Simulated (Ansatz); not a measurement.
**Zr$_{2}$Fe, several self-consistent solutions**

```xyz
6
Lattice="-3.1925 3.1925 2.7980 3.1925 -3.1925 2.7980 3.1925 3.1925 -2.7980" Properties=species:S:1:pos:R:3 pbc="T T T"
Zr    1.1033    4.2958    0.0000
Zr    2.0892    1.1033    0.0000
Zr    2.0892   -1.1033    2.7980
Zr    1.1033    2.0892    2.7980
Fe    0.0000    0.0000    1.3990
Fe    0.0000    0.0000    4.1970
```

All energies were calculated with Ansatz 0.2.0 (r2SCAN; 500 eV; 7×7×7 Γ-centred mesh; fermi-dirac occupations of width 0.050 eV). The atoms are fixed and numbered as listed; spin is collinear, without spin-orbit coupling.

The cycle has several fixed points for this cell. Moments (μB):

```csv
state,Fe5,Fe6,other atoms together,size of the net moment a cell
A,0.00,0.00,0.00,0.00
B,1.69,-1.69,0.00,0.00
C,2.02,2.02,-0.80,2.39
```

Site moments are taken in small spheres that don't touch (radius about 0.4 of the atom's shortest bond), so those of the magnetic atoms read low, and they needn't add up to the net moment. State A was run without spin polarisation.

What is the order in energy at zero smearing?

State C (parallel moments) is lowest; B (antiparallel, compensated) lies 7.3 meV above it, A (without moments) lies 48 meV above it, all counted an atom of the cell.

Which states have a gap on the mesh, and what pressure does each exert on this cell?

A: no gap, -4.1 GPa; B: no gap, -0.6 GPa; C: no gap, 0.5 GPa (positive in compression). Moments take up room: without them the pressure is lower, so that state wants a smaller cell.

How much does the cell gain by forming moments?

48 meV an atom of the cell, or 144 meV for each Fe atom, against state A, which has none. In a metal like this the level decides whether moments form at all, so this is no ordering energy.

The cell is that of a Crystallography Open Database entry, unchanged.

Caveats: only orders that fit this cell and collinear spins were tried, so the true order may need a larger cell or canted moments; atoms and cell are not relaxed, and each state would relax in its own way; r2SCAN overestimates the moments and magnetic energies of itinerant metals, and can make a paramagnetic metal magnetic; the k mesh is coarse, so differences of a few meV are uncertain where a state is a metal; one start a pattern, so a lower state of the same pattern may exist.
